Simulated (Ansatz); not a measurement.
BiTeI:
```
BiTeI
1.0
    4.30065     0.00000     0.00000
   -2.15033     3.72448     0.00000
    0.00000     0.00000     6.67712
Bi Te I
1 1 1
Direct
  0.00000   0.00000   0.92084
  0.66667   0.33333   0.66660
  0.33333   0.66667   0.23187
```

Relaxed with LDA.

Problem. Map the electron localisation function on the plane through (0.000, 0.000, 0.921) spanned by u = [0, 0, 1] and v = [1, -1, 0] in lattice vectors, from LDA in the plane-wave PAW code Ansatz.

Solution. x is the fraction of u, y of v (the angle between them is 90°; rows are the nearest grid lines); atoms in the plane: Bi at (0.00, 0.00), Te at (0.75, 0.67), I at (0.31, 0.33).
```
|9214665420000000000000001124553129|
|1135655310000000000000011223455311|
|3456654210000000000001222333455543|
|5555432100000000001246778776554555|
|4444321000000000002578988888765444|
|3221100000000000136998776667788653|
|4210000000000000269987521124567764|
|4210000000000001379986300002456764|
|4210000000000001379976200201456764|
|4210000000000000269986310002566764|
|3100011234443210126888765556677653|
|1101246899999864111478887777776421|
|1012468999999997411136788887754211|
|0125798887778899962101233333221100|
|0247888753224789996200000000000000|
|1257887632642588996300000000000001|
|0247887742223688996200000000000000|
|0136888764446789985200000000000000|
|2223589888888999862000000011111112|
|4443335789999997520000001112233444|
|5554433467888875210000001122344555|
|3456654211122110000000001123455543|
|1135654311000000000000001123455311|
|9214665420000000000000001124553129|
```
Scale: ten equal steps from 0.004 (start of '0') to 0.753 (end of '9'), in the order '0123456789'; x runs from 0.000 to 1.00, y from 0.000 (bottom) to 1.00 (top).

The density is the valence pseudo-density with augmentation charge, so density and ELF within about 1 Å of a nucleus are not all-electron values.

Space group P3m1. The first step of the workflow began from a Materials Project structure, measured or hypothetical; the Crystallography Open Database files this formula in space group No. 156, but the cells were not matched. Whether it is the stable phase at ambient conditions was not checked. The LDA relaxation kept the symmetry of its start; its stability against distortions is not shown here. A crystal of weakly bound layers computed without a dispersion correction: the cell and the soft elastic constants depend strongly on that. Scalar-relativistic: spin–orbit coupling is off unless named, which matters more the heavier the elements.

Potentials: the later of the program's two PAW sets.
